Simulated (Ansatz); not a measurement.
Total density of states per atom from plane-wave PAW r²SCAN (Ansatz code), in 0.25 eV bins, energy from the Fermi level:

```csv
E (eV),states/eV/atom
-7.85,0.21
-7.60,0.02
-7.35,0.00
-7.10,0.10
-6.85,0.25
-6.60,0.41
-6.35,0.41
-6.10,0.39
-5.85,0.37
-5.60,0.44
-5.35,0.52
-5.10,0.46
-4.85,0.43
-4.60,0.64
-4.35,1.15
-4.10,1.16
-3.85,1.60
-3.60,1.65
-3.35,1.90
-3.10,1.78
-2.85,1.70
-2.60,1.56
-2.35,1.68
-2.10,1.74
-1.85,0.94
-1.60,0.82
-1.35,0.57
-1.10,0.30
-0.85,0.28
-0.60,0.26
-0.35,0.24
-0.10,0.25
0.15,0.27
0.40,0.28
0.65,0.39
0.90,0.39
1.15,0.28
1.40,0.28
1.65,0.41
1.90,0.41
2.15,0.37
2.40,0.33
2.65,0.34
2.90,0.34
3.15,0.28
3.40,0.36
3.65,0.43
3.90,0.36
4.15,0.38
4.40,0.43
4.65,0.38
```

### Question
Which compound is it?
(A) LaCoSi2, Cmcm (La on 4c, Co on 4c, Si on 4c, Si on 4c)
(B) TaSi2, P6_222 (Ta on 3d, Si on 6j)
(C) SiNi, Pnma (Si on 4c, Ni on 4c)
(D) ZrSiRu, P-62m (Zr on 3g, Si on 1b, Si on 2c, Ru on 3f)

### Answer
C, SiNi, Pnma (Si on 4c, Ni on 4c). Within 0.5 eV of the Fermi level: Ni 3d 49 %, Si 3p 36 %, Si 3s 9 %. Projections are on Löwdin-orthogonalised atomic valence shells; empty p or d shells of many metals are not among them.

The r²SCAN relaxation kept the symmetry of its start. The run is not spin-polarised.

Potentials: the earlier of the program's two PAW sets.
